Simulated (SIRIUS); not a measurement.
Consider a self-consistent single point of TiO2 (P1, 6 atoms in the cell; from Materials Project mp-34688, changed as shown).

```xyz
6
Lattice="2.7060 -2.7067 0.0000 2.7060 2.7067 0.0000 -2.6335 0.0000 4.7966" Properties=species:S:1:pos:R:3 pbc="T T T"
Ti     2.0477     1.9807     1.1992
Ti     0.7309    -1.9807     3.5975
O     -0.6205    -0.6563     3.2001
O      3.3990     0.6563     1.5966
O      2.0823    -0.8063     3.9949
O      0.6963     0.6563     0.8018
```

Computed with LDA (PW92), GBRV LDA ultrasoft pseudopotentials (plane waves; SIRIUS).

SIRIUS settings:

parameters.ngridk: 6 6 5
parameters.xc_functionals: [XC_LDA_X, XC_LDA_C_PW]
parameters.gk_cutoff: 6.325 1/bohr
parameters.pw_cutoff: 14.143 1/bohr
parameters.smearing: gaussian
parameters.smearing_width: 0.000734986 Ha
potentials: GBRV LDA ultrasoft pseudopotentials
parameters.electronic_structure_method: pseudopotential
parameters.num_bands: 29
parameters.num_mag_dims: 0
parameters.num_dft_iter: 100
parameters.energy_tol: 1e-07 Ha
parameters.density_tol: 1e-06
mixer.type: broyden2
mixer.beta: 0.5
mixer.use_hartree: false

Results:

| Quantity | Result |
|---|---|
| Number of valence electrons | 48 |
| Number of bands | 29 |
| Number of k-points after the program's reduction | 92 |
| Number of plane waves (most at a k-point) | 2051 |
| Number of SCF iterations | 20 |
| FFT grid | 36 × 36 × 50 |
| Free energy E − TS | -5012.8781 eV |
| Pressure | -11.38 GPa |
| Largest force (vector length) | 1.379 eV/Å |

Forces (eV/Å):
```
atom      Fx      Fy      Fz
----  ------  ------  ------
Ti1    0.002  -0.062   0.161
Ti2   -0.064  -0.234  -0.041
O3     0.013  -0.498  -0.383
O4    -0.022  -0.029   0.258
O5     0.646   1.186   0.276
O6    -0.575  -0.363  -0.271
```

Stress (GPa, positive for compression):
```
-11.39    1.03   -2.02
  1.03  -11.20   -1.28
 -2.02   -1.28  -11.56
```

For comparison: a first run was changed to give this one (atom 5 moved by -0.15 angstrom along y), and from it to this one the free energy goes up by 13.7 meV/atom, the pressure goes from -12.43 to -11.38 GPa and the largest force goes from 0.333 to 1.379 eV/Å.

Forces above 1 eV/Å remain at this geometry. The structure comes from a collection of computed structures, made at another level of theory; the collection holds predicted forms beside known ones.

Cost on one core: around 90 core-seconds (rough).
